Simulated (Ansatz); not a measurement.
The relaxed structure here is a generated cell of VSi2: the first start was made by placing the elements on the sites of a structure type, and the end was not matched to a known phase here, so it may be hypothetical.

One stationary structure of VSi₂. Space group I4/mcm (No. 140), AFLOW prototype A2B_tI12_140_h_a (C16, as in Al2Cu). These are PBEsol (plane waves to 420 eV, PAW, scalar-relativistic; Ansatz, a quantum-chemistry and plane-wave program) values and carry that method's errors.

```cif
data_Si4V2
_chemical_formula_sum 'Si4 V2'
_space_group_name_H-M_alt 'P 1'
_space_group_IT_number 1
_cell_length_a 4.81754
_cell_length_b 4.81754
_cell_length_c 4.81754
_cell_angle_alpha 104.110
_cell_angle_beta 104.110
_cell_angle_gamma 120.826
loop_
_space_group_symop_operation_xyz
  'x, y, z'
loop_
_atom_site_label
_atom_site_type_symbol
_atom_site_fract_x
_atom_site_fract_y
_atom_site_fract_z
_atom_site_occupancy
Si1 Si 0.65502 0.15502 0.81003 1
Si2 Si 0.84498 0.65502 0.50000 1
Si3 Si 0.15502 0.34498 0.50000 1
Si4 Si 0.34498 0.84498 0.18997 1
V1 V 0.25000 0.25000 0.00000 1
V2 V 0.75000 0.75000 0.00000 1
```

Q: Predict the magnetic moment from PBEsol.

A: Zero (the starting moments vanished).

No spin polarisation in the result: the starting moments vanished.

The run could not lose the symmetry of its start, so the end can be a saddle point.
